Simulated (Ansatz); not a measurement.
SrTiO3 (cubic perovskite)

```
SrTiO3
1.0
    3.93641     0.00000     0.00000
    0.00000     3.93641     0.00000
    0.00000     0.00000     3.93641
Sr Ti O
1 1 3
Direct
  0.00000   0.00000   0.00000
  0.50000   0.50000   0.50000
  0.00000   0.50000   0.50000
  0.50000   0.50000   0.00000
  0.50000   0.00000   0.50000
```

Calculation: PBE (plane waves to 420 eV, PAW, scalar-relativistic; Ansatz, an electronic-structure program). Harmonic phonons by density-functional perturbation theory on a 6×6×6 k mesh, in cm⁻¹; i marks imaginary ones, q is in fractions of the reciprocal vectors of the cell shown, and the three acoustic modes at Γ are left out. The non-analytic (LO-TO) term is not included, so polar modes at Γ have their transverse values. The program warned that its band solver left a few bands short of their tolerance. SrTiO3 is run without spin polarisation. SrTiO3 was relaxed with its symmetry unable to fall.

Question: Does any mode at Γ, X = (0.5, 0.0, 0.0), M = (0.5, 0.5, 0.0), R = (0.5, 0.5, 0.5) come out imaginary?

Answer: Unstable at this level: the lowest mode is 145i cm⁻¹ at Γ. SrTiO3 is measured in this form, so the imaginary mode is a miss of this level unless the crystal transforms on cooling or is held by pressure.

Question: List the wavenumbers at Γ, X = (0.5, 0.0, 0.0), M = (0.5, 0.5, 0.0), R = (0.5, 0.5, 0.5), with degeneracies.

Answer: 
```json
[
 {"q": "Γ", "wavenumbers (cm⁻¹)": "145i (×3), 144 (×3), 232 (×3), 509 (×3)"},
 {"q": "X = (0.5, 0.0, 0.0)", "wavenumbers (cm⁻¹)": "60i (×2), 98 (×2), 157 (×2), 159, 263, 273, 309 (×2), 476 (×2), 520, 717"},
 {"q": "M = (0.5, 0.5, 0.0)", "wavenumbers (cm⁻¹)": "19, 44, 97, 104 (×2), 253 (×2), 315 (×2), 425, 451, 460 (×2), 462, 767"},
 {"q": "R = (0.5, 0.5, 0.5)", "wavenumbers (cm⁻¹)": "73i (×3), 125 (×3), 414 (×3), 424 (×3), 430 (×2), 801"}
]
```
